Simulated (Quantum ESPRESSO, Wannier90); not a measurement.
Tight-binding from DFT: Te (C2/m)

```xyz
3
Lattice="3.8203 -2.1482 0.0000 3.8203 2.1482 0.0000 -0.0943 0.0000 5.9761" Properties=species:S:1:pos:R:3 pbc="T T T"
Te    -2.3324     0.0000    -2.0248
Te     2.3324     0.0000     2.0248
Te     0.0000     0.0000     0.0000
```

Materials Project entry mp-570459; symmetrised, unrelaxed at this level. Not found in the COD (Crystallography Open Database) copy used, which has the formula in other groups; not checked further. Computed values, not measurements, from PBEsol: Quantum ESPRESSO (norm-conserving PseudoDojo potentials, cutoff 64 Ry, spinors with spin-orbit coupling) on a Γ-centred 6×6×4 mesh, then Wannier90. Density: 8×8×6 mesh, cold smearing 0.01 Ry. With spin-orbit coupling a semilocal functional can close or falsely invert a small gap; the band order was not checked against a better method.

Valence charges of the files: Te 16. 72 bands were computed.

Isolated groups of bands, relative to the Fermi level (bands from 37 on overlap up to the last one computed):

```csv
bands,from (eV),to (eV),filling,weight on atomic waves
1–12,-38.15,-37.83,filled,Te 4d 100 %
13–30,-36.70,-36.34,filled,Te 4d 100 %
31–36,-13.64,-8.31,filled,"Te 5s 89 %, Te 5p 11 %"
```

Wanted is a model with the orbitals Te s p, without the filled groups that are mainly made of other shells (semicore states, and anion s where it isn't named); all higher bands stay in for disentanglement.

Give num_wann, exclude_bands and num_bands, and the number of electrons that the model holds.

Electrons: 3×16 = 48, or 48.0 bands' worth; no gap over 0.05 eV opens at the Fermi level at this level of theory.
num_wann = 2 × (3×4) = 24.
exclude_bands = 1-30, 30 bands, so num_bands = 72 − 30 = 42.
The model holds 48 − 1×30 = 18 electrons. With the window frozen to 1.50 eV it follows pw.x to 4.3 meV rms (states up to 1.0 eV relative to the Fermi level).
